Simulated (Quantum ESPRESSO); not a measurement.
Ta2HfW3TiGa, input and log of a self-consistent run

Computed values, not a measurement. The program is pw.x of Quantum ESPRESSO 7.5 (plane-wave density functional theory). The cell is made up: eight metal atoms on a hexagonal close-packed lattice, with elements, volume, strain and displacements drawn at random and not relaxed, so it may be unstable or far from any real phase. PseudoDojo standard norm-conserving files set the functional (PBE unless stated); there is no spin polarisation or spin-orbit coupling, the Fermi-Dirac width of 0.25 eV means electrons at about 2900 K, and the masses in the input are unused placeholders. Heavy elements are run without spin-orbit coupling, which real alloys of them have. A spin test at this wide smearing found no moment, but such smearing suppresses magnetism that the real alloy may have.

Input:

```
&control calculation='scf', pseudo_dir='./dojo.nc.sr.pbe.v0_5.standard.upf', outdir='./o', disk_io='minimal', tprnfor=.true., tstress=.true. /
&system ibrav=0, nat=8, ntyp=5, nbnd=70, ecutwfc=84.00895049, nosym=.true., tot_charge=0,
 occupations='smearing', smearing='fd', degauss=0.0183746611
/
&electrons conv_thr=1.470e-08, electron_maxstep=70, mixing_beta=0.5 /
ATOMIC_SPECIES
Ga 1.0 Ga.upf
Hf 1.0 Hf.upf
Ta 1.0 Ta.upf
Ti 1.0 Ti.upf
W 1.0 W.upf
CELL_PARAMETERS angstrom
-2.9857 0.0151 0.0318
0.0533 0.0064 -4.8808
0.0523 -10.3212 0.0132
ATOMIC_POSITIONS angstrom
Ta -0.1328 0.0739 0.047
Hf -0.1334 -5.1601 0.1444
Ta 0.048 -3.5564 -2.3994
W -0.0196 -8.6997 -2.3031
Ti -1.7486 -2.6672 0.0517
Ga -1.4023 -7.8467 -0.0143
W -1.415 -0.8 -2.5102
W -1.5117 -6.043 -2.4661
K_POINTS automatic
8 5 3 1 1 1
```

The log is shortened where brackets say so; the opening notice, blank lines, dates and the lines on written files are dropped, and the path of the files is cut. It prints rydbergs, bohrs and kilobars, and counts compression as positive stress. Its total energy is the free energy E - TS of the whole cell.

```
     Program PWSCF v.7.5
     Parallel version (MPI & OpenMP), running on       4 processor cores
     Number of MPI processes:                 4
     Threads/MPI process:                     1
     [start-up lines left out]
     bravais-lattice index     =            0
     lattice parameter (alat)  =       5.6425  a.u.
     unit-cell volume          =    1014.8493 (a.u.)^3
     number of atoms/cell      =            8
     number of atomic types    =            5
     number of electrons       =       105.00
     number of Kohn-Sham states=           70
     kinetic-energy cutoff     =      84.0090  Ry
     charge density cutoff     =     336.0358  Ry
     scf convergence threshold =      1.5E-08
     mixing beta               =       0.5000
     number of iterations used =            8  plain     mixing
     Exchange-correlation= PBE
                           (   1   4   3   4   0   0   0)
     [axes and pseudopotential details left out]
   Cartesian axes
     site n.     atom                  positions (alat units)
         1        Ta     tau(   1) = (  -0.0444756   0.0247496   0.0157406  )
         2        Hf     tau(   2) = (  -0.0446765  -1.7281513   0.0483605  )
         3        Ta     tau(   3) = (   0.0160755  -1.1910617  -0.8035748  )
         4        W      tau(   4) = (  -0.0065642  -2.9135865  -0.7713233  )
         5        Ti     tau(   5) = (  -0.5856176  -0.8932628   0.0173147  )
         6        Ga     tau(   6) = (  -0.4696395  -2.6279113  -0.0047892  )
         7        W      tau(   7) = (  -0.4738928  -0.2679252  -0.8406824  )
         8        W      tau(   8) = (  -0.5062782  -2.0238403  -0.8259131  )
     number of k points=    60  Fermi-Dirac smearing, width (Ry)=  0.0184
                       cart. coord. in units 2pi/alat
        k(    1) = (  -0.0634099  -0.0486169  -0.0619328), wk =   0.0333333
        k(    2) = (  -0.0624316   0.1442540  -0.0616692), wk =   0.0333333
     [further k points left out]
     Dense  grid:   105523 G-vectors     FFT dimensions: (  36,  54, 120)
     Estimated max dynamical RAM per process >     419.38 MB
     Estimated total dynamical RAM >       1.56 GB
     Initial potential from superposition of free atoms
     starting charge     104.9905, renormalised to     105.0000
     Starting wfcs are   79 randomized atomic wfcs
     total cpu time spent up to now is        6.7 secs
     per-process dynamical memory:   335.9 Mb
     Self-consistent Calculation
     iteration #  1     ecut=    84.01 Ry     beta= 0.50
     Davidson diagonalization with overlap
     ethr =  1.00E-02,  avg # of iterations =  2.3
     Threshold (ethr) on eigenvalues was too large:
     Diagonalizing with lowered threshold
     Davidson diagonalization with overlap
     ethr =  9.44E-04,  avg # of iterations =  2.7
     total cpu time spent up to now is       34.8 secs
     total energy              =   -1099.26459347 Ry
     estimated scf accuracy    <       1.03860244 Ry
     iteration #  2     ecut=    84.01 Ry     beta= 0.50
     Davidson diagonalization with overlap
     ethr =  9.89E-04,  avg # of iterations =  8.9
     total cpu time spent up to now is       58.2 secs
     total energy              =   -1096.87741091 Ry
     estimated scf accuracy    <      79.82070393 Ry
     iteration #  3     ecut=    84.01 Ry     beta= 0.50
     Davidson diagonalization with overlap
     ethr =  9.89E-04,  avg # of iterations =  8.9
     total cpu time spent up to now is       79.5 secs
     total energy              =   -1099.63726466 Ry
     estimated scf accuracy    <       3.09125685 Ry
     iteration #  4     ecut=    84.01 Ry     beta= 0.50
     Davidson diagonalization with overlap
     ethr =  9.89E-04,  avg # of iterations =  2.9
     total cpu time spent up to now is       93.4 secs
     total energy              =   -1099.75484010 Ry
     estimated scf accuracy    <       1.59052757 Ry
     iteration #  5     ecut=    84.01 Ry     beta= 0.50
     Davidson diagonalization with overlap
     ethr =  9.89E-04,  avg # of iterations =  1.9
     total cpu time spent up to now is      106.0 secs
     total energy              =   -1099.80748416 Ry
     estimated scf accuracy    <       0.44102429 Ry
     [iterations 6 to 14 left out]
     iteration # 15     ecut=    84.01 Ry     beta= 0.50
     Davidson diagonalization with overlap
     ethr =  1.88E-07,  avg # of iterations =  1.0
     total cpu time spent up to now is      250.0 secs
     total energy              =   -1099.85236964 Ry
     estimated scf accuracy    <       0.00002312 Ry
     iteration # 16     ecut=    84.01 Ry     beta= 0.50
     Davidson diagonalization with overlap
     ethr =  2.20E-08,  avg # of iterations =  1.8
     total cpu time spent up to now is      263.0 secs
     total energy              =   -1099.85237150 Ry
     estimated scf accuracy    <       0.00000158 Ry
     iteration # 17     ecut=    84.01 Ry     beta= 0.50
     Davidson diagonalization with overlap
     ethr =  1.50E-09,  avg # of iterations =  5.6
     total cpu time spent up to now is      279.5 secs
     total energy              =   -1099.85237171 Ry
     estimated scf accuracy    <       0.00000082 Ry
     iteration # 18     ecut=    84.01 Ry     beta= 0.50
     Davidson diagonalization with overlap
     ethr =  7.78E-10,  avg # of iterations =  1.9
     total cpu time spent up to now is      292.3 secs
     total energy              =   -1099.85237181 Ry
     estimated scf accuracy    <       0.00000004 Ry
     iteration # 19     ecut=    84.01 Ry     beta= 0.50
     Davidson diagonalization with overlap
     ethr =  4.26E-11,  avg # of iterations =  5.1
     total cpu time spent up to now is      308.8 secs
     End of self-consistent calculation
     [lines on levels left out]
!    total energy              =   -1099.85237181 Ry
     estimated scf accuracy    <          7.0E-09 Ry
     smearing contrib. (-TS)   =      -0.14533158 Ry
     internal energy E=F+TS    =   -1099.70704023 Ry
     The total energy is F=E-TS. E is the sum of the following terms:
     one-electron contribution =    -235.66763664 Ry
     hartree contribution      =     169.70364869 Ry
     xc contribution           =    -245.95421451 Ry
     ewald contribution        =    -787.78883777 Ry
     convergence has been achieved in  19 iterations
     Forces acting on atoms (cartesian axes, Ry/au):
     atom    1 type  3   force =    -0.00043758   -0.01859545   -0.01445979
     atom    2 type  2   force =    -0.00897217   -0.06187664   -0.05156839
     atom    3 type  3   force =    -0.00041835    0.03284694    0.02025854
     atom    4 type  5   force =     0.00011735    0.02281117   -0.02673258
     atom    5 type  4   force =     0.00974840    0.06166658   -0.00974822
     atom    6 type  1   force =    -0.01472805    0.02934157    0.01481595
     atom    7 type  5   force =     0.01633240   -0.02784910    0.02808800
     atom    8 type  5   force =    -0.00164199   -0.03834507    0.03934649
     Total force =     0.141388     Total SCF correction =     0.000322
     Computing stress (Cartesian axis) and pressure
          total   stress  (Ry/bohr**3)                   (kbar)     P=      -80.01
  -0.00063362   0.00013603   0.00001461          -93.21       20.01        2.15
   0.00013603  -0.00064662   0.00002253           20.01      -95.12        3.31
   0.00001461   0.00002253  -0.00035138            2.15        3.31      -51.69
     init_run     :      6.28s CPU      6.55s WALL (       1 calls)
     electrons    :    295.84s CPU    302.11s WALL (       1 calls)
     forces       :      2.88s CPU      2.91s WALL (       1 calls)
     stress       :      9.98s CPU     10.20s WALL (       1 calls)
     [timing details left out]
     PWSCF        :   5m15.18s CPU   5m22.04s WALL
     JOB DONE.
```

In other units: free energy -14964.254 eV for the cell, pressure -8.00 GPa, largest force component 1.591 eV/Å in size. The run took 324 s of wall time with four MPI processes on a shared machine (Intel Xeon, 2023 or later, virtual cores), so the time is rough. A rerun of this cell at a higher cutoff and on a denser mesh moved values by no more than 0.002 eV in energy, 0.03 GPa in stress and 0.008 eV/Å in force, and a second program with other atomic files agreed on that cell to 2 % rms in force and 0.5 GPa in pressure.